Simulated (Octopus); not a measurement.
# MoS$_{2}$ (P63/mmc, No. 194): Octopus summary

MoS₂ (P63/mmc, No. 194):
```
MoS2
1.0
    3.19224     0.00000     0.00000
   -1.59612     2.76456     0.00000
    0.00000     0.00000    13.37829
Mo S
2 4
Cartesian
  1.59612   0.92152   3.34457
  0.00000   1.84304  10.03372
  1.59612   0.92152   8.46953
  0.00000   1.84304   4.90876
  0.00000   1.84304   1.78038
  1.59612   0.92152  11.59791
```
The cell is a database entry, not relaxed again. Its spacing of the layers comes from a density-functional relaxation and may be several per cent too wide, which shifts gaps by tenths of an eV.

All numbers are Octopus results at the level LDA (grid spacing about 0.16 Å, Γ-centred 12×12×2 k-mesh, no spin polarisation; PseudoDojo 0.4 LDA potentials), not measurements.

What band gap does LDA give on the standard high-symmetry path?

1.19 eV, from Γ to K; smallest direct gap on the path 1.62 eV. A grid finer by a fifth moves the gap between mesh points by under 0.01 eV.
